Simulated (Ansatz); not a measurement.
Al3Ni: pressure against volume

Al3Ni, Pnma, a = 6.589 Å, b = 7.318 Å, c = 4.763 Å. Ansatz: PBEsol, PAW, 420 eV, Γ-centred 6×6×8 mesh on 16 atoms, Gaussian smearing 0.10 eV; no spin polarisation. Shape and atoms are relaxed at each volume; pressure is positive in compression.

```tsv
V (Å³/atom)	P (GPa)
12.630	20.41
13.061	?
13.491	8.60
13.922	3.97
14.352	0.00
14.783	-3.38
15.213	-6.25
15.788	-9.41
```

Q: Take V0 = 14.352 Å³/atom, fit the third-order Birch–Murnaghan form to the other rows, and predict the missing pressure.

A: With the Eulerian strain f = ½[(V0/V)^(2/3) − 1] and y = P/[3f(1 + 2f)^(5/2)], the form is the line y = B0 + 1.5 B0 (B0′ − 4) f. Rows (f, y): 0.04447, 123.6; 0.02105, 122.8; 0.01024, 122.8; -0.00977, 121.2; -0.01905, 120.5; -0.03080, 119.4. Means f = 0.002690, y = 121.72; Σ(Δf)² = 0.003889, ΣΔfΔy = 0.2172; the slope is their ratio. y = 121.6 + 55.86 f GPa, so B0 = 121.6 GPa and B0′ = 4 + 2 × (55.86)/(3 × 121.6) = 4.31. At V = 13.061, f = 0.03243, y = 123.41 and P = 14.05 GPa. The run gave 14.05 GPa, the same to the digits shown.

Cost: 8 runs of about 71 core-minutes in all, on AMD EPYC 7R43 (Zen 3) (shared hosts).